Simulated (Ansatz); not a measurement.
## BN: energy along a strain

BN, P6_3mc, a = 2.554 Å, c = 4.227 Å (as given, not relaxed at this level: -4.7 GPa, forces to 0.02 eV/Å). This isn't the usual stable structure of the compound. Ansatz: r2SCAN, PAW, 500 eV, Γ-centred 12×12×6 mesh on 4 atoms, Gaussian smearing 0.05 eV; no spin polarisation. Cell vectors (Å): 2.554 0.000 0.000; -1.277 2.212 0.000; 0.000 0.000 4.227. The cell is strained by x per cent times the pattern (1 1 0 0 0 0) in the order xx yy zz yz xz xy (engineering shears), with fractional coordinates held. y is the free energy over the start, V0 = 5.969 Å³/atom.

```
x (%) y (meV/atom)
-2.00         10.10
-1.50          4.30
-1.00          0.73
-0.50             ?
 0.00          0.00
 0.50          2.67
 1.00          7.26
 1.50         13.70
 1.75         17.58
 2.00         21.90
```

**Question.** Fit y = c1 x + c2 x² + c3 x³ to the other rows, get the stiffness along the pattern, and predict the missing energy.

**Answer.** Least squares on the rows shown. y = 3.3690 x + 3.9996 x² − 0.10483 x³. The clamped-ion stiffness p·C·p = 2 × 40.00 eV × 160.2 / 5.969 Å³ = 2147 GPa (second derivative at the start, which stands under stress). At x = -0.50 the fit asked for gives -0.67 meV/atom. The run gave -0.67 meV/atom, the same to the digits shown.